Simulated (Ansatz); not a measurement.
Given:

Nb$_{3}$Cl$_{8}$:
```yaml
crystal:
  lattice:
    - [6.75399, 0.00000, 0.00000]
    - [-3.37700, 5.84913, 0.00000]
    - [0.00000, 0.00000, 12.42721]
  atoms:
    - { symbol: Nb, position: [0.52873, 0.05747, 0.24631] }
    - { symbol: Nb, position: [0.47127, 0.94253, 0.75369] }
    - { symbol: Nb, position: [0.94253, 0.47127, 0.24631] }
    - { symbol: Nb, position: [0.05747, 0.52873, 0.75369] }
    - { symbol: Nb, position: [0.52873, 0.47127, 0.24631] }
    - { symbol: Nb, position: [0.47127, 0.52873, 0.75369] }
    - { symbol: Cl, position: [0.66667, 0.33333, 0.09872] }
    - { symbol: Cl, position: [0.33333, 0.66667, 0.90128] }
    - { symbol: Cl, position: [0.33333, 0.66667, 0.35468] }
    - { symbol: Cl, position: [0.66667, 0.33333, 0.64532] }
    - { symbol: Cl, position: [0.67059, 0.83530, 0.13833] }
    - { symbol: Cl, position: [0.32941, 0.16470, 0.86167] }
    - { symbol: Cl, position: [0.16470, 0.83530, 0.13833] }
    - { symbol: Cl, position: [0.83530, 0.16470, 0.86167] }
    - { symbol: Cl, position: [0.16470, 0.32941, 0.13833] }
    - { symbol: Cl, position: [0.83530, 0.67059, 0.86167] }
    - { symbol: Cl, position: [0.33751, 0.16875, 0.37866] }
    - { symbol: Cl, position: [0.66249, 0.83125, 0.62134] }
    - { symbol: Cl, position: [0.83125, 0.16875, 0.37866] }
    - { symbol: Cl, position: [0.16875, 0.83125, 0.62134] }
    - { symbol: Cl, position: [0.83125, 0.66249, 0.37866] }
    - { symbol: Cl, position: [0.16875, 0.33751, 0.62134] }
```

This is the r²SCAN+D4-relaxed structure.

### Question
All from r²SCAN+D4 (plane waves, PAW; program Ansatz), unless another level is named. Give the electronic character.

### Answer
metallic (no gap).

### Question
Predict the formation energy from the elements (no fitted shifts).

### Answer
-1.50 eV/atom.

### Question
And the density of states at the Fermi level?

### Answer
1.00 states/eV per atom (mean over ±0.08 eV).

### Question
Predict the gap with spin–orbit coupling.

### Answer
none (metallic).

Space group P-3m1. The first step of the workflow began from a Materials Project structure, measured or hypothetical; the Crystallography Open Database copy checked does not list it. Whether it is the stable phase at ambient conditions was not checked. The cell was relaxed with r²SCAN+D4 under the symmetry of its start; its stability against distortions is not shown here. No spin polarisation was allowed. The references are the lowest solids computed at this level, not always the standard phases (solids in place of the gases). Scalar-relativistic: spin–orbit coupling is off unless named, which matters more the heavier the elements.

Potentials: the earlier of the program's two PAW sets. The files were generated under PBE; for other functionals the program regenerates the frozen cores, and for LDA and PBEsol the local potential too.
